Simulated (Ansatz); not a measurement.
MoS$_{2}$ (P6_3/mmc), relaxed with r²SCAN+D4 (Ansatz, a first-principles code, plane waves, PAW): a = b = 3.174 Å, c = 12.487 Å, α = β = 90.00°, γ = 120.00°.

| Quantity | Value |
|---|---|
| gap (eV) | 1.06 |
| ΔH_f (eV/atom) | -1.00 |
| B₀ by P(V) fit (GPa) | 36.0 |
| K_Hill (GPa) | 55.1 |
| G_Hill (GPa) | 37.9 |
| ε∞ | 11.6 |
| ε0 | 11.7 |
| highest Γ mode, no LO–TO term (cm⁻¹) | 474 |
| electron conductivity mass (mₑ) | 0.64 |
| Θ_D (K) | 349 |

The same phase is relaxed and computed with PBE+D3(BJ) in the same code. What are the cell and these values now?

a = b = 3.1494 Å, c = 12.0886 Å, α = β = 90.00°, γ = 120.00°.

gap (eV): 0.77
ΔH_f (eV/atom): -0.93
B₀ by P(V) fit (GPa): 46.2
K_Hill (GPa): 61.5
G_Hill (GPa): 45.1
ε∞: 12.8
ε0: 12.9
highest Γ mode, no LO–TO term (cm⁻¹): 469
electron conductivity mass (mₑ): 0.58
Θ_D (K): 377

All cells were relaxed under the symmetry of their starts (and spin orders); stability against distortions was not tested throughout. Rows with no word on spin ran without spin polarisation. Scalar-relativistic: spin–orbit coupling is off unless named, which matters more the heavier the elements.

Potentials: the later of the program's two PAW sets.

Ansatz is a plane-wave DFT program.

Formation energies count from the lowest solids of the elements computed at the same level, not from gases.
